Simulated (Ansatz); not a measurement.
Mg2SO, ordered on the rocksalt lattice (R-3m) with 4 atoms a cell, relaxed with r2SCAN in Ansatz. It is trigonal, R-3m (No. 166); conventional cell a = 3.340 Å, c = 16.492 Å, 13.28 Å³ an atom. O is surrounded by 6 Mg at 2.26 Å; S is surrounded by 6 Mg at 2.48 Å; Mg is surrounded by 3 O at 2.26 Å and 3 S at 2.48 Å.

The axes x, y and z are those of this cell:
```yaml
crystal:
  lattice:
    - [1.66996, 0.96415, 5.49749]
    - [-1.66996, 0.96415, 5.49749]
    - [0.00000, -1.92831, 5.49749]
  atoms:
    - { symbol: O, position: [0.00000, 0.00000, 0.00000] }
    - { symbol: S, position: [0.50000, 0.50000, 0.50000] }
    - { symbol: Mg, position: [0.26166, 0.26166, 0.26166] }
    - { symbol: Mg, position: [0.73834, 0.73834, 0.73834] }
```

Unstrained: PBE gives a direct gap of 1.000 eV at Γ. The r2SCAN gap is direct at Γ: 1.633 eV. HSE06 gives a direct gap of 2.047 eV at Γ. Meshes: PBE 10×10×10, r2SCAN 10×10×10, HSE06 6×6×6. Strains are changes of length per length. After each strain the atoms were relaxed again with r2SCAN in this cell and within any symmetry left, so distortions that break it or need a larger cell weren't tested; points keep the names that they have in the unstrained zone. The calculation is spin-unpolarised, and the structure need not be a phase that has been made.

Q: Estimate what biaxial +3.57 % in x and y, z held does to the gap.

A: PBE: the gap goes from 1.000 to 1.119 eV (+0.119 eV). r2SCAN: the gap goes from 1.633 to 1.765 eV (+0.132 eV). HSE06: the gap goes from 2.047 to 2.151 eV (+0.104 eV). The r2SCAN energy rises by 26.1 meV an atom.

Q: Apply isotropic -0.58 % on every length. How far does the gap move, against the unstrained cell?

A: PBE: the gap goes from 1.000 to 1.028 eV (+0.029 eV). r2SCAN: the gap goes from 1.633 to 1.661 eV (+0.028 eV). HSE06: the gap goes from 2.047 to 2.081 eV (+0.034 eV). The r2SCAN energy rises by 1.4 meV an atom.
